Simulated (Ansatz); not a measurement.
ZnInGaO4 (R3m), relaxed and computed with several functionals in Ansatz (plane waves, PAW).

```
functional  a (Å)   c (Å)  V (Å³/atom)  gap (eV)  B₀ by P(V) fit (GPa)
----------  -----  ------  -----------  --------  --------------------
PBEsol      3.315  25.749        11.67      1.17                   171
LDA         3.278  25.484        11.30      1.32                   187
r²SCAN      3.311  25.763        11.64      1.77                   180
HSE06           ?       ?            ?         ?                     ?
```

**Question.** Fill in the missing entries.

**Answer.** 
- HSE06, a (Å): 3.311
- HSE06, c (Å): 25.783
- HSE06, V (Å³/atom): 11.66
- HSE06, gap (eV): 3.03
- HSE06, B₀ by P(V) fit (GPa): 180

All cells were relaxed under the symmetry of their starts (and spin orders); stability against distortions was not tested throughout. Spin–orbit coupling is left out wherever it is not named.

Potentials: the later of the program's two PAW sets.

Ansatz (a first-principles code) is a plane-wave DFT program.
